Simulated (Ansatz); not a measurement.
One crystal and one scan (scan of one atom of the cell) at two levels, PBE-D3(BJ) (plane waves to 420 eV, PAW, scalar-relativistic; Ansatz, a first-principles code) and PBEsol-D3(BJ) (plane waves to 420 eV, PAW, scalar-relativistic; Ansatz), each from its own relaxed cell and on its own mesh. The cell shown is that of PBE-D3(BJ).

PtS2 (CdI2 type)

```
PtS2
1.0
    3.58366     0.00000     0.00000
   -1.79183     3.10354     0.00000
    0.00000     0.00000     4.65604
Pt S
1 2
Direct
  0.00000   0.00000   0.00000
  0.66667   0.33333   0.25904
  0.33333   0.66667   0.74096
```

In this cell atom 2 (S, nearest neighbour Pt at 2.395 Å; its periodic images, 3.6 Å or more away, move with it) is moved by s along Cartesian [111], unit vector (0.577, 0.577, 0.577); all other atoms and the cell stay fixed.

E stands for the smeared free energy. PtS2 is run without spin polarisation. PtS2 was relaxed with its symmetry unable to fall. Spin-orbit coupling is left out, though Pt is heavy. The PAW data are Ansatz's earlier set. With partly filled bands, energies and forces of such displacements shift with the k mesh and the smearing. Both scans cover s from -0.240 to 0.240 Å.

ΔE (meV/cell), each from the undisplaced structure of its own level:

| s (Å) | PBE-D3(BJ) | PBEsol-D3(BJ) |
|---|---|---|
| -0.240 | 375 | 402 |
| -0.192 | 226 | 242 |
| -0.144 | 120 | 129 |
| -0.096 | 50 | 54 |
| -0.048 | 12 | 13 |
| 0.000 | 0 | 0 |
| 0.048 | 11 | 11 |
| 0.096 | 40 | 43 |
| 0.144 | 85 | 90 |
| 0.192 | 143 | 149 |
| 0.240 | 209 | withheld |

Estimate the PBEsol-D3(BJ) value at 0.240 from the PBE-D3(BJ) value there and the ratio of the two levels in the two nearest given rows on that side of the minimum.

At 0.192 and 0.144 the ratio PBEsol-D3(BJ)/PBE-D3(BJ) averages 1.050, which gives 1.050 × 209 = 219 meV/cell. The calculation gives 216 meV/cell, +3.3 % against PBE-D3(BJ).

(A displaced cell: forces are minus the slopes of the energy, force constants its curvatures, and phonons follow from these.)
